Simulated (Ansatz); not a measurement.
Relaxed-ion elastic tensor of Se (trigonal Se type, P3_121) in GPa (Voigt order), r²SCAN in the plane-wave PAW code Ansatz; density 4.48 g/cm³, 29.25 Å³ per atom.

```
12.9   5.1  13.3   4.8   0.0   0.0
 5.1  12.9  13.3  -4.8   0.0   0.0
13.3  13.3  80.0   0.0   0.0   0.0
 4.8  -4.8   0.0  13.7   0.0   0.0
 0.0   0.0   0.0   0.0  13.7   4.8
 0.0   0.0   0.0   0.0   4.8   3.9
```

**Question.** Is the crystal mechanically stable?

**Answer.** Yes: the smallest eigenvalue of C is 1.9 GPa.

**Question.** Work out the Voigt and Reuss bounds. Is their mean of use?

**Answer.** K_V = 18.8, K_R = 8.7; G_V = 11.2, G_R = 3.9 GPa. The bounds lie so far apart that a Hill average or a Debye temperature from it would say little.

The r²SCAN relaxation kept the symmetry of its start. A crystal of weakly bound chains computed without a dispersion correction: the cell and the soft elastic constants depend strongly on that.

Potentials: the later of the program's two PAW sets.
